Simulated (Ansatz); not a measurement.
# Computed properties of GdO

```
CELL_PARAMETERS angstrom
0.00000 2.70000 2.70000
2.70000 0.00000 2.70000
2.70000 2.70000 0.00000
ATOMIC_POSITIONS crystal
Gd 0.00000 0.00000 0.00000
O 0.75000 0.75000 0.75000
```

Atoms are numbered in the order listed.

The cell is COD entry 1539084, as deposited and not checked against the literature; nothing was relaxed.

Where the f shell is localised, expect the real compound to differ from this run without U.

Other magnetic orders may lie lower; this is the state that the run reached.

Spin–orbit coupling is left out, though it moves levels of the heavy atoms by tenths of an eV or more.

Method: DFT, PBE, all-electron LAPW, scalar-relativistic (Ansatz 0.2.0).

The runs use a Γ-centred 12×12×12 k mesh, Fermi–Dirac smearing of 0.08 eV, basis error target 1 meV/atom, spin-polarised from start moments Gd1 7 μB.

```yaml
Pressure_at_this_cell: -0.51 GPa
Band_gap: "none: bands cross the Fermi level, a metal"
Moment_of_the_cell: 7.51 μB
Moments_in_the_spheres: Gd1 7.00, O2 -0.01 μB
Density_of_states_at_the_Fermi_level_0.2_eV_bin: 1.82 states/eV per cell
Löwdin_charges_with_0.09_e_of_the_cell_spilling_out_of_the_atomic_basis_so_their_sizes_and_signs_hang_on_that_basis: Gd1 0.71, O2 -0.62 e
Volume_per_atom: 19.68 Å³
```
